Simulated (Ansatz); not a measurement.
InP:
```xyz
2
Lattice="3.4481 0.0000 0.0000 0.0000 3.4481 0.0000 0.0000 0.0000 3.4481" Properties=species:S:1:pos:R:3 pbc="T T T"
In     0.0000     0.0000     0.0000
P      1.7240     1.7240     1.7240
```

Relaxed with PBE. Special points in fractions of this cell's reciprocal vectors: Γ (0.000, 0.000, 0.000); X (0.000, 0.500, 0.000); M (0.500, 0.500, 0.000); R (0.500, 0.500, 0.500).

List the band energies nearest the Fermi level at these points for plane-wave PAW PBE (Ansatz code).

In eV from the Fermi level; about four levels below and three above (degenerate sets whole), none deeper than 8.9 eV; … stands for higher levels left out; points with the same levels are listed once.

| k | below | above |
|---|---|---|
| Γ | -1.58 -0.85 -0.85 -0.85 | 4.74 4.74 … |
| X | -7.45 | 0.76 0.76 2.63 |
| M | -8.89 -4.79 -4.79 -3.70 | 1.16 6.69 6.69 |
| R | -0.64 -0.17 -0.17 -0.17 | … |

Space group Pm-3m (CsCl type). A made-up cell: these elements were put on the sites of a structure type; neither database checked (COD, Materials Project) lists it. It is not the phase usual at ambient conditions (space group No. 216). Symmetry was held in the PBE relaxation; whether a distortion lowers the energy is not shown. Scalar-relativistic: spin–orbit coupling is off unless named, which matters more the heavier the elements.

Potentials: the earlier of the program's two PAW sets.
